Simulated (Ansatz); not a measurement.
## Cl-37 nuclear quadrupole resonance in Cl

Cell: a Materials Project structure (computed, not necessarily an observed phase), taken as it stands.

Space group P4_2/ncm:1 (No. 138); a = 10.8155, c = 8.7799 Å.

| site | Wyckoff | site symmetry | x | y | z |
| --- | --- | --- | --- | --- | --- |
| Cl | 16j | 1 | 0.5974 | 0.3573 | 0.6441 |

One atom of each set is listed.

All values are calculated (Ansatz; DFT, PBE, plane waves and PAW, scalar-relativistic, 420 eV cutoff, Γ-centred 3×3×4 k-points, Fermi–Dirac smearing 0.05 eV), not measured.

Cl-37: I = 3/2, Q = -63.93 mb (year-2017 value). Static lattice, zero field.

Task: At which frequencies do the Cl-37 NQR lines lie?

Result: For I = 3/2 there is one line, ν = (|C_Q|/2)(1 + η²/3)^½.

```csv
site,atoms,V_zz (10²¹ V/m²),C_Q (MHz),η,line frequencies (MHz)
Cl,16,55.8,-86.3,0.02,43.1
```

Task: And for ³⁵Cl (I = 3/2, Q = -81.12 mb) on Cl?

Result: C_Q scales with Q to -109 MHz, with lines at 54.7 MHz.

The structure holds Cl–Cl bonds (1.98 Å). At Cl V_zz points along its bond to Cl (within 1°).

The largest force is 0.5 eV/Å, so the atoms aren't at the calculated equilibrium and relaxing them would move these values.

Hardware: 1 thread of Arm Neoverse V1 (aarch64; 8 cores open to the job, memory cap 2.5 GiB, no GPU), a shared host with a load of 0.5 a core. Wall time 64 s, CPU time 64 s, peak memory 1.1 GiB.
